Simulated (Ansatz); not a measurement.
**Data sheet: Mo3Os (DFT)**

Mo$_{3}$Os:
```cif
data_Mo6Os2
_chemical_formula_sum 'Mo6 Os2'
_space_group_name_H-M_alt 'Pm-3n'
_space_group_IT_number 223
_space_group_name_Hall '-P 4n 2 3'
_cell_length_a 4.94187
_cell_length_b 4.94187
_cell_length_c 4.94187
_cell_angle_alpha 90.000
_cell_angle_beta 90.000
_cell_angle_gamma 90.000
loop_
_atom_site_label
_atom_site_type_symbol
_atom_site_symmetry_multiplicity
_atom_site_Wyckoff_symbol
_atom_site_fract_x
_atom_site_fract_y
_atom_site_fract_z
_atom_site_occupancy
Mo1 Mo 6 c 0.00000 0.50000 0.25000 1
Os1 Os 2 a 0.00000 0.00000 0.00000 1
```

Space group Pm-3n (No. 223), A15 (Cr3Si type); conventional cell a = b = c = 4.9419 Å, α = β = γ = 90.00°.

Method: the program Ansatz at the PBEsol level (PAW). Structure relaxed to zero pressure with the same functional. Other levels are named where they apply.

**Cell and energy**

```json
{
 "volume_per_atom": "15.09 Å³",
 "density": "13.16 g/cm³",
 "Formation energy from the elements (no fitted shifts)": "0.009 eV/atom"
}
```

**Electronic structure**

```json
{
 "electronic_character": "metallic (no gap)",
 "Density of states at the Fermi level": "0.97 states/eV per atom (mean over ±0.08 eV)",
 "Gap with spin–orbit coupling": "none (metallic)"
}
```

**Mechanics**

```json
{
 "Bulk modulus (Birch–Murnaghan fit)": "309 GPa",
 "Pressure derivative B′": "4.4",
 "Elastic constants (relaxed ions, GPa)": "C11 = 545, C12 = 194, C44 = 105",
 "mechanical_stability": "stable (all eigenvalues of C positive)",
 "hill_bulk_and_shear_moduli": "311 and 129 GPa",
 "Young's modulus": "341 GPa",
 "Poisson's ratio": "0.32",
 "debye_temperature_from_the_elastic_constants": "423 K"
}
```

**Phonons**

```json
{
  "highest_zone_centre_frequency": "286 cm⁻¹",
  "zone_centre_stability": "no imaginary mode at Γ"
}
```

The first step of the workflow began from a Materials Project structure, measured or hypothetical; the Crystallography Open Database files this formula in space group No. 223, but the cells were not matched. Its standing as an ambient phase is unchecked. The PBEsol relaxation kept the symmetry of its start. The run is not spin-polarised. As this level gives no gap, shear constants depend on the k-mesh and smearing (Fermi–Dirac, 0.1 eV here). As this level gives no gap, phonon frequencies hold no LO–TO term and depend on the k-mesh and smearing (Fermi–Dirac, 0.1 eV here). On the denser mesh and wider smearing of the elastic run this cell carries a stress of 0.3 GPa. The references are the lowest solids computed at this level, not always the standard phases. Scalar-relativistic: spin–orbit coupling is off unless named, which matters more the heavier the elements.

Potentials: the later of the program's two PAW sets.
